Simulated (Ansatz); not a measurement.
Ti₄SnS₈:
```yaml
crystal:
  lattice:
    - [6.84635, 0.00000, 0.00000]
    - [-3.42317, 5.92911, 0.00000]
    - [0.00000, 0.00000, 7.03426]
  atoms:
    - { symbol: Ti, position: [0.00000, 0.00000, 0.00000] }
    - { symbol: S, position: [0.33335, 0.16668, 0.20553] }
    - { symbol: S, position: [0.66667, 0.33333, 0.80131] }
    - { symbol: Ti, position: [0.50000, 0.50000, 0.00000] }
    - { symbol: S, position: [0.83332, 0.66665, 0.20553] }
    - { symbol: S, position: [0.16668, 0.83332, 0.79447] }
    - { symbol: Ti, position: [0.50000, 0.00000, 0.00000] }
    - { symbol: S, position: [0.83332, 0.16668, 0.20553] }
    - { symbol: S, position: [0.16668, 0.33335, 0.79447] }
    - { symbol: Ti, position: [0.00000, 0.50000, 0.00000] }
    - { symbol: S, position: [0.33333, 0.66667, 0.19869] }
    - { symbol: S, position: [0.66665, 0.83332, 0.79447] }
    - { symbol: Sn, position: [0.00000, 0.00000, 0.50000] }
```

Relaxed with r²SCAN. Special points in fractions of this cell's reciprocal vectors: Γ (0.000, 0.000, 0.000); M (0.500, 0.000, 0.000); K (0.333, 0.333, 0.000); A (0.000, 0.000, 0.500); L (0.500, 0.000, 0.500); H (0.333, 0.333, 0.500).

Q: List the band energies nearest the Fermi level at these points for plane-wave PAW r²SCAN with spin–orbit coupling (Ansatz code).

A: In eV from the Fermi level; about four levels below and three above (degenerate sets whole), none deeper than 8.9 eV; points with the same levels are listed once.

```
k                                below                above
-  -----------------------------------  -------------------
Γ  -0.28 -0.28 -0.27 -0.27 -0.26 -0.26  0.25 0.25 0.25 0.25
M              -1.86 -1.86 -0.08 -0.08  0.04 0.04 0.50 0.50
K              -2.02 -2.02 -1.93 -1.93  0.27 0.27 0.32 0.32
A              -0.62 -0.62 -0.43 -0.43  0.24 0.24 0.25 0.25
L              -1.88 -1.88 -1.31 -1.31  0.00 0.00 0.22 0.22
H              -2.38 -2.38 -1.45 -1.45  0.48 0.48 0.56 0.56
```

Space group P-3m1. The start of the workflow was typed in or built on a structure type; neither database checked (COD, Materials Project) lists it. Its standing as an ambient phase is unchecked. The r²SCAN relaxation kept the symmetry of its start; whether a distortion lowers the energy is not shown. The workflow began spin-polarised and lost its moments.

Potentials: the earlier of the program's two PAW sets.
